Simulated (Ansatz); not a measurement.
Co2Sn3Se3:
```
Co2Sn3Se3
1.0
    6.17695     3.56626     5.02627
   -6.17695     3.56626     5.02627
    0.00000    -7.13253     5.02627
Co Sn Se
8 12 12
Direct
  0.23895   0.74127   0.24501
  0.76105   0.25873   0.75499
  0.24501   0.23895   0.74127
  0.75499   0.76105   0.25873
  0.74127   0.24501   0.23895
  0.25873   0.75499   0.76105
  0.74299   0.74299   0.74299
  0.25701   0.25701   0.25701
  0.15605   0.32679   0.99847
  0.84395   0.67321   0.00153
  0.99847   0.15605   0.32679
  0.00153   0.84395   0.67321
  0.32679   0.99847   0.15605
  0.67321   0.00153   0.84395
  0.17254   0.49987   0.65644
  0.82746   0.50013   0.34356
  0.65644   0.17254   0.49987
  0.34356   0.82746   0.50013
  0.49987   0.65644   0.17254
  0.50013   0.34356   0.82746
  0.34034   0.00132   0.84533
  0.65966   0.99868   0.15467
  0.84533   0.34034   0.00132
  0.15467   0.65966   0.99868
  0.00132   0.84533   0.34034
  0.99868   0.15467   0.65966
  0.50321   0.65439   0.84049
  0.49679   0.34561   0.15951
  0.84049   0.50321   0.65439
  0.15951   0.49679   0.34561
  0.65439   0.84049   0.50321
  0.34561   0.15951   0.49679
```

Relaxed with r²SCAN. Special points in fractions of this cell's reciprocal vectors: Γ (0.000, 0.000, 0.000); L (0.500, 0.000, 0.000); T (0.500, -0.500, 0.500); P0 (0.498, -0.502, 0.498); P2 (0.498, 0.498, 0.498); F (0.500, -0.500, 0.000).

Problem. List the band energies nearest the valence-band maximum at these points for the program Ansatz at the r²SCAN level (PAW).

Solution. In eV from the valence-band maximum; about four levels below and three above (degenerate sets whole), none deeper than 8.9 eV; points with the same levels are listed once.

```
k                    below                          above
-  -----------------------  -----------------------------
Γ   -0.69 -0.69 -0.51 0.00                 0.66 0.66 0.78
L  -0.64 -0.63 -0.55 -0.53                 0.75 0.80 0.97
T  -0.58 -0.58 -0.37 -0.34  0.80 0.82 1.44 1.44 1.44 1.44
F  -0.63 -0.58 -0.53 -0.47            0.95 1.02 1.12 1.13
```

Space group R-3. The first step of the workflow began from a Materials Project structure, measured or hypothetical; the Crystallography Open Database copy checked does not list it. Its standing as an ambient phase is unchecked. Symmetry was held in the r²SCAN relaxation; its stability against distortions is not shown here. No spin polarisation was allowed. Scalar-relativistic: spin–orbit coupling is off unless named, which matters more the heavier the elements.

Potentials: the later of the program's two PAW sets.
